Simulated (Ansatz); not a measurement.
**Property card for WO**

WO:
```
CELL_PARAMETERS angstrom
      4.11882     0.00000     0.00000
      0.00000     4.11882     0.00000
      0.00000     0.00000     4.11882
ATOMIC_POSITIONS crystal
  W  0.00000 0.50000 0.50000
  W  0.50000 0.00000 0.50000
  W  0.50000 0.50000 0.00000
  O  0.50000 0.00000 0.00000
  O  0.00000 0.50000 0.00000
  O  0.00000 0.00000 0.50000
```
The run is spin-polarised; directions of the spins, atom by atom: 0 0 0 0 0 0.

Space group Pm-3m (No. 221); conventional cell a = b = c = 4.119 Å, α = β = γ = 90.00°.

Method: r²SCAN in the plane-wave PAW code Ansatz. Structure relaxed to zero pressure with the same functional. Other levels are named where they apply.

**Cell and energy**

```json
{
  "volume_per_atom": "11.65 Å³",
  "density": "14.25 g/cm³",
  "Formation energy from the elements (no fitted shifts)": "-1.10 eV/atom"
}
```

**Electronic structure**

```json
{
 "electronic_character": "metallic (no gap)",
 "Density of states at the Fermi level": "0.64 states/eV per atom (mean over ±0.08 eV)"
}
```

**Magnetism**

```json
{
  "magnetic_order": "ferromagnetic",
  "net_moment": "0.16 μB per atom"
}
```

**Mechanics**

```json
{
  "Bulk modulus (Birch–Murnaghan fit)": "310 GPa",
  "Pressure derivative B′": "5.1"
}
```

**Charges**

```json
{
 "bader_charges": "W +1.27, O -1.27 e"
}
```

The start of the workflow was typed in or built on a structure type; neither database checked (COD, Materials Project) lists it. Its standing as an ambient phase is unchecked. Symmetry was held in the r²SCAN relaxation; its stability against distortions is not shown here. Magnetic state: ferromagnetic, the only order run, not a proven ground state. Other orbital occupations within this spin state were not tried. No Hubbard U is applied. The references are the lowest solids computed at this level, not always the standard phases (solids in place of the gases). Scalar-relativistic: spin–orbit coupling is off unless named, which matters more the heavier the elements.

Potentials: the earlier of the program's two PAW sets. The files were generated under PBE; for other functionals the program regenerates the frozen cores, and for LDA and PBEsol the local potential too.
